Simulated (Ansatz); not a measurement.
Polymorphs of ZrGe, each relaxed with HSE06 in the plane-wave PAW code Ansatz:

A: rock salt (Fm-3m)
a = 5.454 Å, b = 5.454 Å, c = 5.454 Å, α = 90.00°, β = 90.00°, γ = 90.00°

```tsv
atom	site	symmetry	x	y	z
Ge	4a	m-3m	0.0000	0.0000	0.0000
Zr	4b	m-3m	0.5000	0.5000	0.5000
```

B: P6/mmm
a = 6.3166 Å, b = 6.3166 Å, c = 4.0495 Å, α = 90.00°, β = 90.00°, γ = 120.00°

| atom | site | symmetry | x | y | z |
|---|---|---|---|---|---|
| Zr | 3f | mmm | 0.0000 | 0.5000 | 0.0000 |
| Ge | 1a | 6/mmm | 0.0000 | 0.0000 | 0.0000 |
| Ge | 2d | -6m2 | 0.3333 | 0.6667 | 0.5000 |

Question: Rank these by energy per atom at 0 K (lowest first), as HSE06 gives it.

Answer: A (+0 meV/atom), B (+561 meV/atom)

Constructed cells (a structure type filled with these elements, in neither database checked): A; B. All cells were relaxed under the symmetry of their starts (and spin orders); stability against distortions was not tested throughout. Rows with no word on spin ran without spin polarisation. Scalar-relativistic: spin–orbit coupling is off unless named, which matters more the heavier the elements.

Potentials: the later of the program's two PAW sets.
